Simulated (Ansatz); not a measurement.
Ca (fcc (Cu type)), relaxed with PBEsol (Ansatz, a first-principles code, plane waves, PAW): a = b = c = 5.455 Å, α = β = γ = 90.00°.

```
Property              Value
--------------------  -----
B₀ by P(V) fit (GPa)   17.9
```

Question: The same phase is relaxed and computed with PBE in the same code. What are the cell and these values now?

Answer: a = b = c = 5.526 Å, α = β = γ = 90.00°.

* **B₀ by P(V) fit (GPa)**: 17.4

All cells were relaxed under the symmetry of their starts (and spin orders); stability against distortions was not tested throughout.

Potentials: the earlier of the program's two PAW sets. The files were generated under PBE; for other functionals the program regenerates the frozen cores, and for LDA and PBEsol the local potential too.

Ansatz is a plane-wave DFT program.
